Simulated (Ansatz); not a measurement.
Cu Kα1 powder pattern (kinematic, no thermal factors).
| 2θ (°) | relative intensity |
| --- | --- |
| 10.56 | 6 |
| 21.22 | 2 |
| 32.06 | 2 |
| 38.57 | 26 |
| 40.10 | 3 |
| 43.21 | 24 |
| 44.43 | 100 |
| 59.29 | 14 |
| 69.01 | 1 |
| 69.78 | 16 |
| 80.11 | 16 |
| 82.68 | 3 |
| 85.73 | 19 |
| 86.58 | 14 |

The pattern is computed from a structure relaxed with Ansatz, DFT PBE, scalar-relativistic, plane waves, PAW. Collinear spin, ending at 1.3 μB a primitive cell. Its elements are Co, Ru.

Give the structure.

CoRu₃.
Space group P-6m2 (No. 187). a = 2.693 Å, b = 2.693 Å, c = 8.368 Å, α = 90.00°, β = 90.00°, γ = 120.00°
```csv
atom,site,symmetry,x,y,z
Co,1f,-6m2,0.6667,0.3333,0.5000
Ru,2h,3m.,0.3333,0.6667,0.7450
Ru,1e,-6m2,0.6667,0.3333,0.0000
```

A pattern alone doesn't exclude other cells with like lines; this is the one computed.

The cell was found from a structure generator's guess, not taken from experiment.
